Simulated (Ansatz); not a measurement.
Relaxed-ion elastic tensor of B4C in space group Cm (No. 8; Pearson symbol mS30) in GPa (Voigt order), r²SCAN in the plane-wave PAW code Ansatz; density 2.54 g/cm³, 7.22 Å³ per atom.

```
  522   97.0   92.1    0.0  -34.7    0.0
 97.0    569   88.3    0.0   50.0    0.0
 92.1   88.3    576    0.0   36.7    0.0
  0.0    0.0    0.0    216    0.0   36.2
-34.7   50.0   36.7    0.0    205    0.0
  0.0    0.0    0.0   36.2    0.0    197
```

Question: Is the crystal mechanically stable?

Answer: Yes: the smallest eigenvalue of C is 169 GPa.

Question: Work out the Voigt, Reuss and Hill averages.

Answer: K_V = 247, K_R = 245, K_H = 246; G_V = 216, G_R = 208, G_H = 212 GPa.

Question: Give Young's modulus, Poisson's ratio, Pugh's ratio and the universal anisotropy index.

Answer: E = 9KG/(3K + G) = 494 GPa; ν = 0.17; K/G = 1.16 (brittle by the Pugh limit of 1.75); A_U = 5G_V/G_R + K_V/K_R − 6 = 0.20.

Question: Estimate the sound speeds and the Debye temperature.

Answer: v_l = √((K + 4G/3)/ρ) = 14400 m/s, v_t = √(G/ρ) = 9130 m/s, mean 10000 m/s; Θ = (h/k)(3n/4πV)^(1/3) v_m = 1550 K.

Question: Solve the Christoffel equation for the three sound speeds along x, y, z.

Answer: Eigenvalues of C_ijkl n_j n_l equal ρv² (piezoelectric stiffening left out). In km/s, slowest first: x 8.80, 8.90, 14.38; y 8.15, 9.79, 14.95; z 8.90, 9.22, 15.10.

Question: How much does each axis shrink under pressure?

Answer: Linear compressibilities β_i = Σ_j S_ij (j = 1 to 3): x 1.4, y 1.3, z 1.3 per TPa.

The first step of the workflow began from a Materials Project structure, measured or hypothetical; the Crystallography Open Database copy checked does not list it. Its standing as an ambient phase is unchecked. The cell was relaxed with r²SCAN under the symmetry of its start; of distortions, only those at the zone centre were tested.

Potentials: the later of the program's two PAW sets.
